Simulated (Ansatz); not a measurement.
Zn3Pd:
```
Zn3Pd
1.0
   -1.85492     1.85492     4.03232
    1.85492    -1.85492     4.03232
    1.85492     1.85492    -4.03232
Zn Pd
3 1
Direct
  0.75000   0.25000   0.50000
  0.25000   0.75000   0.50000
  0.50000   0.50000   0.00000
  0.00000   0.00000   0.00000
```

Relaxed with r²SCAN. Special points in fractions of this cell's reciprocal vectors: Γ (0.000, 0.000, 0.000); X (0.000, 0.000, 0.500); P (0.250, 0.250, 0.250); N (0.000, 0.500, 0.000); M (0.500, 0.500, -0.500); S (0.303, 0.697, -0.303); S0 (-0.303, 0.303, 0.303); R (-0.106, 0.106, 0.500); G (0.500, 0.500, -0.106).

Task: List the band energies nearest the Fermi level at these points for plane-wave PAW r²SCAN (Ansatz code).

Result: In eV from the Fermi level; about four levels below and three above (degenerate sets whole), none deeper than 8.9 eV; points with the same levels are listed once.

```json
[
 {"k": "Γ", "below": "-3.51 -3.51 -2.61 -1.24", "above": "3.54 4.21 4.21"},
 {"k": "X", "below": "-2.82 -2.63 -2.02 -0.99", "above": "1.41 2.18 6.49"},
 {"k": "P", "below": "-2.83 -2.83 -2.63 -1.46 -1.41", "above": "3.23 3.23 3.33"},
 {"k": "N", "below": "-3.24 -3.08 -2.37 -1.06", "above": "1.06 5.33 5.90"},
 {"k": "M", "below": "-2.99 -2.88 -2.88 -2.63", "above": "0.28 0.28 5.31"},
 {"k": "S", "below": "-3.05 -3.03 -2.61 -2.46", "above": "3.45 4.91 5.32"},
 {"k": "R", "below": "-3.14 -2.59 -2.36 -0.89", "above": "2.43 3.72 6.77"}
]
```

Space group I4/mmm. The first step of the workflow began from a Materials Project structure, measured or hypothetical; the Crystallography Open Database copy checked does not list it. With Zn and Pd taken as one species the cell has the higher symmetry Fm-3m, so it may be an ordered model of a mixed-site phase. Its standing as an ambient phase is unchecked. The cell was relaxed with r²SCAN under the symmetry of its start; its stability against distortions is not shown here. No spin polarisation was allowed. Spin–orbit coupling is left out wherever it is not named.

Potentials: the later of the program's two PAW sets.
